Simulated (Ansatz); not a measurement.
The relaxed structure here is a generated cell of ZnO: the first start was made by a random draw of sites in a space group, and the end was not matched to a known phase here, so it may be hypothetical. Known forms of ZnO include space group No. 186.

The end point of a relaxation of ZnO. Space group Imma (No. 74). Computed with PBEsol (plane waves to 420 eV, PAW, scalar-relativistic; Ansatz, a program for electronic structure).

```cif
data_O4Zn4
_chemical_formula_sum 'O4 Zn4'
_space_group_name_H-M_alt 'P 1'
_space_group_IT_number 1
_cell_length_a 5.84010
_cell_length_b 5.84010
_cell_length_c 5.84010
_cell_angle_alpha 113.494
_cell_angle_beta 77.735
_cell_angle_gamma 144.466
loop_
_space_group_symop_operation_xyz
  'x, y, z'
loop_
_atom_site_label
_atom_site_type_symbol
_atom_site_fract_x
_atom_site_fract_y
_atom_site_fract_z
_atom_site_occupancy
O1 O 0.50000 0.50000 0.00000 1
O2 O 0.00000 0.50000 0.50000 1
O3 O 0.50000 0.50000 0.50000 1
O4 O 0.50000 0.00000 0.00000 1
Zn1 Zn 0.00000 0.00000 0.00000 1
Zn2 Zn 0.50000 0.00000 0.50000 1
Zn3 Zn 0.25142 0.50142 0.75000 1
Zn4 Zn 0.74858 0.49858 0.25000 1
```

| Quantity | Result |
|---|---|
| Volume per atom | 12.97 Å³ |
| Band gap | no gap on the sampled points, where the bands overlap only slightly; such a result is sensitive to mesh and level |
| Shortest distances | O–Zn 1.78 Å; Zn–Zn 2.89 Å; O–O 2.92 Å |
| k-mesh | 11×11×11 |

Band energies at high-symmetry points (eV from the Fermi level; labels of this space group; no spin-orbit coupling), from −5 eV up to 5.0 eV:

| point | energies |
|---|---|
| Γ | -4.92 -4.72 -4.62 -4.48 -4.19 -3.39 -2.39 -1.30 -1.06 -0.55 -0.54 -0.25 -0.24 -0.23 2.63 4.22 |
| X | -4.70 -4.09 -3.80 -3.54 -3.48 -2.98 -2.08 -1.89 -1.65 -0.63 -0.60 -0.55 2.43 2.76 2.99 |
| F0 | -4.87 -4.66 -4.11 -3.91 -3.49 -3.31 -3.12 -2.45 -1.47 -1.37 -0.69 -0.67 -0.61 2.47 2.65 2.83 |
| Σ0 | -4.87 -4.66 -4.11 -3.91 -3.49 -3.31 -3.12 -2.45 -1.47 -1.37 -0.69 -0.67 -0.61 2.47 2.65 2.83 |
| Λ0 | -4.85 -4.74 -4.52 -3.70 -3.64 -3.02 -2.54 -2.28 -1.53 -1.45 -1.05 -0.84 -0.47 -0.24 2.45 4.57 |
| G0 | -4.85 -4.74 -4.52 -3.70 -3.64 -3.02 -2.54 -2.28 -1.53 -1.45 -1.05 -0.84 -0.47 -0.24 2.45 4.57 |
| R | -4.99 -4.23 -3.59 -3.50 -2.96 -2.55 -1.99 -1.41 -1.27 -1.22 -1.19 -0.47 -0.22 2.84 4.48 4.80 |
| W | -3.97 -3.97 -3.39 -3.39 -1.76 -1.76 -1.58 -1.58 -1.09 -1.09 -0.51 -0.51 3.39 3.39 |

No spin polarisation in the result.

The run could not lose the symmetry of its start: the end is stationary, and may be a saddle point rather than a minimum.
